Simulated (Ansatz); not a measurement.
B:
```xyz
1
Lattice="1.8853 0.0000 0.0000 0.0000 1.8853 0.0000 0.0000 0.0000 1.8853" Properties=species:S:1:pos:R:3 pbc="T T T"
B      0.0000     0.0000     0.0000
```

Relaxed with PBE. Special points in fractions of this cell's reciprocal vectors: Γ (0.000, 0.000, 0.000); X (0.000, 0.500, 0.000); M (0.500, 0.500, 0.000); R (0.500, 0.500, 0.500).

Question: List the band energies nearest the Fermi level at these points for PBE in the plane-wave PAW code Ansatz.

Answer: In eV from the Fermi level; about four levels below and three above (degenerate sets whole), none deeper than 8.9 eV; … stands for higher levels left out; points with the same levels are listed once.

| k | below | above |
|---|---|---|
| Γ | – | … |
| X | -8.19 -6.18 | … |
| M | -1.91 -1.91 | … |

Space group Pm-3m (simple cubic). The cell is a constructed one: a structure type filled with these elements; neither database checked (COD, Materials Project) lists it. It is not the phase usual at ambient conditions (space group No. 166). Symmetry was held in the PBE relaxation; whether a distortion lowers the energy is not shown.

Potentials: the earlier of the program's two PAW sets.
